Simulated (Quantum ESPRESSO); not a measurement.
**Kohn-Sham bands of GaS (R-3m)**

```yaml
crystal:
  lattice:
    - [-1.80182, 3.12085, 0.00000]
    - [-3.60365, 0.00000, 0.00000]
    - [-1.80182, 1.04028, 7.98931]
  atoms:
    - { symbol: Ga, position: [0.05082, 0.05082, 0.84754] }
    - { symbol: Ga, position: [0.94918, 0.94918, 0.15246] }
    - { symbol: S, position: [0.76195, 0.76195, 0.71416] }
    - { symbol: S, position: [0.23805, 0.23805, 0.28584] }
```

Cell from Materials Project (mp-9889), symmetrised, no further relaxation. Not found in the COD (Crystallography Open Database) copy used, which has the formula in other groups; not checked further. Level: LDA, no spin polarisation, no spin-orbit coupling; pw.x of Quantum ESPRESSO at 64 Ry with PseudoDojo potentials, 8×8×8 k-points, Wannier90. Density: 10×10×10 mesh, cold smearing 0.01 Ry. The cell is built of weakly bound layers, chains or molecules, whose nearest atoms lie 4.00 Å apart. Database cells relaxed without dispersion often hold them too far apart, which can enlarge gaps and weakens couplings between them; spacing and stacking were not compared with the measured crystal.

Energies are relative to the valence-band maximum; weights are on the orthonormalised atomic waves of the pseudopotential files, averaged over the group. 38 electrons a cell are treated as valence.

### Question
Into which isolated groups do the bands fall, where do they lie and what are they made of?

### Answer
```csv
bands,from (eV),to (eV),filling,weight on atomic waves
1–10,-15.13,-14.54,filled,Ga 3d 97 %
11–12,-14.03,-11.94,filled,"S 3s 61 %, Ga 4p 18 %, Ga 3d 11 %"
13–19,-7.52,0.00,filled,"S 3p 63 %, Ga 4p 20 %, Ga 4s 13 %"
```

The Kohn-Sham gap over both meshes and the path is 1.44 eV.
